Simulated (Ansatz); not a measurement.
TiO2:
```yaml
crystal:
  lattice:
    - [5.13521, 0.00000, 0.00000]
    - [0.00000, 9.18802, 0.00000]
    - [0.00000, 0.00000, 5.45382]
  atoms:
    - { symbol: Ti, position: [0.13816, 0.12897, 0.90555] }
    - { symbol: Ti, position: [0.63816, 0.37103, 0.09445] }
    - { symbol: Ti, position: [0.36184, 0.87103, 0.40555] }
    - { symbol: Ti, position: [0.86184, 0.62897, 0.59445] }
    - { symbol: Ti, position: [0.86184, 0.87103, 0.09445] }
    - { symbol: Ti, position: [0.36184, 0.62897, 0.90555] }
    - { symbol: Ti, position: [0.63816, 0.12897, 0.59445] }
    - { symbol: Ti, position: [0.13816, 0.37103, 0.40555] }
    - { symbol: O, position: [0.81711, 0.01017, 0.85094] }
    - { symbol: O, position: [0.31711, 0.48983, 0.14906] }
    - { symbol: O, position: [0.68289, 0.98983, 0.35094] }
    - { symbol: O, position: [0.18289, 0.51017, 0.64906] }
    - { symbol: O, position: [0.18289, 0.98983, 0.14906] }
    - { symbol: O, position: [0.68289, 0.51017, 0.85094] }
    - { symbol: O, position: [0.31711, 0.01017, 0.64906] }
    - { symbol: O, position: [0.81711, 0.48983, 0.35094] }
    - { symbol: O, position: [0.46458, 0.23024, 0.88998] }
    - { symbol: O, position: [0.96458, 0.26976, 0.11002] }
    - { symbol: O, position: [0.03542, 0.76976, 0.38998] }
    - { symbol: O, position: [0.53542, 0.73024, 0.61002] }
    - { symbol: O, position: [0.53542, 0.76976, 0.11002] }
    - { symbol: O, position: [0.03542, 0.73024, 0.88998] }
    - { symbol: O, position: [0.96458, 0.23024, 0.61002] }
    - { symbol: O, position: [0.46458, 0.26976, 0.38998] }
```

Relaxed with r²SCAN.

Question: Map the electron localisation function on the plane through (0.317, 0.490, 0.149) spanned by u = [0, 1, 1] and v = [1, 1, -1] in lattice vectors, from r²SCAN (plane waves, PAW; program Ansatz).

Answer: x is the fraction of u, y of v (the angle between them is 64°; rows are the nearest grid lines); atoms in the plane: Ti at (0.07, 0.81), O at (0.00, 0.00), O at (0.51, 0.01), O at (0.10, 0.64).
```
|2699610000003677229938960025898730059962|
|9999720000000000004899951366421110002799|
|6787510000000000000488730377761000000136|
|5775101455310000000000000014663001221015|
|7700651699996201578841003688753100232017|
|0476773289999611699898400389999951000000|
|0125651169999720599589710038999972000000|
|7999973102566420058999821232136641000037|
|7996379940000000000377510123100000000027|
|1489999972000001110000000123332000111001|
|0026899861000001110000000246775200121000|
|1221101110012100000023310014676410000001|
|5899986200012212331089998400000000000015|
|4899999840000111466379999940010123320004|
|1589999851000000145339999971011136763001|
|0014688741000000000001478862000137997400|
|0010000000000000157885100000000013576410|
|1589874100245520037999972000024542100001|
|1799998400246652004899985100014675200001|
|2299779961013565200035652000001355225762|
|4117999961355310011000000122200001100344|
|4210145411771165158974102689985100257764|
|9972001100483037259999511699998500279999|
|2699610000003677229938960025898730059962|
```
Scale: ten equal steps from 0.009 (start of '0') to 0.838 (end of '9'), in the order '0123456789'; x runs from 0.000 to 1.00, y from 0.000 (bottom) to 1.00 (top).

The density is the valence pseudo-density with augmentation charge, so density and ELF within about 1 Å of a nucleus are not all-electron values.

Space group Pbca. Symmetry was held in the r²SCAN relaxation; of distortions, only those at the zone centre were tested. No spin polarisation was allowed.

Potentials: the later of the program's two PAW sets.
